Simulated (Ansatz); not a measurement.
Input and command of a plane-wave DFT calculation in Ansatz:

```yaml
crystal:
  lattice:
    - [6.7273676932, 0.0, 0.0]
    - [-3.3636838466, 5.8260713229, 0.0]
    - [0.0, 0.0, 5.4277625706]
  atoms:
    - { symbol: K, position: [0.5, 0.0, 0.0] }
    - { symbol: K, position: [0.5, 0.5, 0.0] }
    - { symbol: K, position: [0.0, 0.5, 0.0] }
    - { symbol: Ba, position: [0.0, 0.0, 0.0] }
    - { symbol: Ba, position: [0.3333333333, 0.6666666667, 0.5] }
    - { symbol: Ba, position: [0.6666666667, 0.3333333333, 0.5] }
basis:
  ecutwfc: 420
kpoints:
  mp_grid: { grid: [3, 3, 4] }
hamiltonian:
  xc: pbe
scf:
  occupations: { method: gaussian, width: 0.1 }
  lower_state_search: "off"
output:
  forces: true
  stress: true
  eigenvalues: true
```

```bash
ansatz run input.yaml --threads 1 --pin off --max-ram 2560MiB --backend cpu --events-out ev --progress --plain --runs-dir out
```

Processor: Arm Neoverse V1, 1 thread, on a host shared with other jobs.

Task: How long does it run, and how much memory does it take?

Result: About 4.8 s on 1 thread of Arm Neoverse V1, on a shared host, peak memory 0.41 GiB. It solves 35 bands at 9 k points (the mesh reduced by the symmetry that the task leaves, which can be less than the crystal's) with about 4207 plane waves, in 7 SCF iterations.
